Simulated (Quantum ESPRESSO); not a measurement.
```cif
data_Ga2N2
_chemical_formula_sum 'N2 Ga2'
_space_group_name_H-M_alt 'P63mc'
_space_group_IT_number 186
_space_group_name_Hall 'P 6c -2c'
_cell_length_a 3.15028
_cell_length_b 3.15028
_cell_length_c 5.13566
_cell_angle_alpha 90.000
_cell_angle_beta 90.000
_cell_angle_gamma 120.000
loop_
_atom_site_label
_atom_site_type_symbol
_atom_site_symmetry_multiplicity
_atom_site_Wyckoff_symbol
_atom_site_fract_x
_atom_site_fract_y
_atom_site_fract_z
_atom_site_occupancy
N1 N 2 b 0.33333 0.66667 0.37570 1
Ga1 Ga 2 b 0.66667 0.33333 0.49930 1
```

Cell and atoms were relaxed with LDA from Materials Project entry mp-804, within its symmetry.

**Question.** What does LDA (Quantum ESPRESSO, PseudoDojo norm-conserving, 84 Ry, scalar-relativistic) give for the electronic structure near the Fermi level?

**Answer.** The LDA gap is direct, 2.18 eV at Γ. Spin-orbit splittings are left out.
